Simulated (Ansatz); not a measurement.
ZnPt3 (Cu3Au type, space group No. 221), a = 3.8945 Å, b = 3.8945 Å, c = 3.8945 Å, α = 90.00°, β = 90.00°, γ = 90.00°.

Relaxed with r²SCAN.

Q: Which orbitals make up the states near the Fermi level in DFT-r²SCAN in the program Ansatz with PAW potentials?

A: Within 0.5 eV of the Fermi level: Pt 5d 77 %, Zn 4s 8 %, Pt 6s 7 %, outside the projected shells 7 %. Projections are on Löwdin-orthogonalised atomic valence shells; empty p or d shells of many metals are not among them.

Q: Tabulate the density of states.

A: States/eV per cell of 4 atoms, in 0.25 eV bins, energy from the Fermi level.

```csv
E (eV),total,Pt 5d,Zn 3d,Pt 6s
-7.85,1.69,0.30,0.56,0.67
-7.60,5.26,0.97,3.17,0.93
-7.35,15.10,2.19,11.87,0.81
-7.10,16.26,1.48,14.38,0.21
-6.85,5.39,0.97,3.89,0.28
-6.60,2.25,1.06,0.57,0.26
-6.35,4.33,2.27,0.85,0.58
-6.10,1.82,1.00,0.29,0.35
-5.85,2.19,1.32,0.40,0.40
-5.60,4.44,3.31,0.52,0.52
-5.35,5.66,4.63,0.54,0.41
-5.10,7.59,6.40,0.64,0.39
-4.85,4.99,4.36,0.38,0.16
-4.60,4.62,4.00,0.31,0.19
-4.35,4.90,4.28,0.18,0.29
-4.10,5.08,4.62,0.11,0.20
-3.85,6.04,5.50,0.11,0.23
-3.60,6.25,5.63,0.12,0.26
-3.35,4.48,3.98,0.07,0.21
-3.10,2.98,2.64,0.05,0.14
-2.85,3.25,2.85,0.05,0.20
-2.60,3.40,3.06,0.05,0.17
-2.35,4.62,4.20,0.09,0.21
-2.10,5.32,4.99,0.11,0.14
-1.85,7.85,7.41,0.15,0.18
-1.60,6.99,6.65,0.09,0.14
-1.35,6.02,5.38,0.08,0.41
-1.10,4.90,4.31,0.05,0.33
-0.85,3.02,2.63,0.02,0.17
-0.60,2.33,1.91,0.01,0.16
-0.35,2.30,1.79,0.01,0.17
-0.10,3.63,2.59,0.03,0.28
0.15,3.23,2.64,0.01,0.19
0.40,2.18,1.74,0.01,0.14
0.65,1.39,0.99,0.01,0.11
0.90,0.55,0.20,0.00,0.08
1.15,0.39,0.12,0.00,0.04
1.40,0.24,0.10,0.00,0.02
1.65,0.35,0.14,0.00,0.05
1.90,0.60,0.24,0.00,0.13
2.15,1.62,0.67,0.00,0.52
2.40,1.70,0.60,0.00,0.54
2.65,1.47,0.44,0.00,0.45
2.90,1.19,0.29,0.00,0.34
3.15,1.12,0.24,0.00,0.31
3.40,1.04,0.19,0.00,0.28
3.65,0.97,0.16,0.00,0.26
3.90,0.93,0.13,0.00,0.25
4.15,0.88,0.11,0.00,0.24
4.40,0.82,0.09,0.00,0.24
4.65,0.78,0.07,0.00,0.24
```

Space group Pm-3m (Cu3Au type). The first step of the workflow began from a Materials Project structure, measured or hypothetical; the Crystallography Open Database files this formula in space group No. 221, but the cells were not matched. Its standing as an ambient phase is unchecked. Symmetry was held in the r²SCAN relaxation; its stability against distortions is not shown here. No spin polarisation was allowed. Spin–orbit coupling is left out wherever it is not named.

Potentials: the later of the program's two PAW sets.
